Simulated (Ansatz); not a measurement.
Computed with DFT PBE, scalar-relativistic, plane waves, PAW (Ansatz). Cutoff 420 eV, Γ-centred meshes of about 0.25 Å⁻¹ or finer for metals and 0.3 Å⁻¹ for insulators (2π included), Gaussian smearing. No spin polarisation.

These are static total energies at zero pressure.

Compare these two cells of K₃TaO₃, each relaxed at this level.

A.

```yaml
crystal:
  lattice:
    - [4.02788, 2.32549, 3.30187]
    - [-4.02788, 2.32549, 3.30187]
    - [0.00000, -4.65099, 3.30187]
  atoms:
    - { symbol: K, position: [0.76001, 0.27043, 0.76001] }
    - { symbol: K, position: [0.76001, 0.76001, 0.27043] }
    - { symbol: K, position: [0.27043, 0.76001, 0.76001] }
    - { symbol: Ta, position: [0.29410, 0.29410, 0.29410] }
    - { symbol: O, position: [0.45893, 0.06637, 0.45893] }
    - { symbol: O, position: [0.45893, 0.45893, 0.06637] }
    - { symbol: O, position: [0.06637, 0.45893, 0.45893] }
```

B.

```yaml
crystal:
  lattice:
    - [8.21899, 0.00000, 0.00000]
    - [-4.10949, 7.11785, 0.00000]
    - [0.00000, 0.00000, 5.89750]
  atoms:
    - { symbol: K, position: [0.64865, 0.82432, 0.75000] }
    - { symbol: K, position: [0.17568, 0.35135, 0.75000] }
    - { symbol: K, position: [0.17568, 0.82432, 0.75000] }
    - { symbol: K, position: [0.82432, 0.64865, 0.25000] }
    - { symbol: K, position: [0.82432, 0.17568, 0.25000] }
    - { symbol: K, position: [0.35135, 0.17568, 0.25000] }
    - { symbol: Ta, position: [0.66667, 0.33333, 0.75000] }
    - { symbol: Ta, position: [0.33333, 0.66667, 0.25000] }
    - { symbol: O, position: [0.40426, 0.20213, 0.75000] }
    - { symbol: O, position: [0.79787, 0.20213, 0.75000] }
    - { symbol: O, position: [0.79787, 0.59574, 0.75000] }
    - { symbol: O, position: [0.20213, 0.40426, 0.25000] }
    - { symbol: O, position: [0.59574, 0.79787, 0.25000] }
    - { symbol: O, position: [0.20213, 0.79787, 0.25000] }
```

Problem. Which form is favoured at zero pressure, and by what margin per atom?

Solution. B is lower, by 63 meV/atom. A has space group R3m (No. 160), 26.5 Å³/atom and a gap of 1.19 eV on its mesh; B has space group P6_3/mmc (No. 194), 24.6 Å³/atom and a gap of 1.57 eV. Counting O atoms around K and Ta (those within 1.25 times the shortest such distance or 1.15 times the sum of covalent radii, 1.27 where that leaves under three; a plus sign parts nearer from farther groups), A has K 3, Ta 3 and B has K 2+2, Ta 3. The denser one is the lower, and pressure would at first widen the difference. Both come from trial cells of a structure search, whose lowest cell (P2_1/m, 24.8 Å³/atom) lies 15 meV/atom below the lower of the two.

These runs have no spin–orbit coupling, which can matter for Ta. Kohn–Sham gaps at this level usually fall short of measured ones. Cells relaxed within their symmetry can be saddle points. Some candidate types were left out of the draw beforehand, so a known form may be missing.
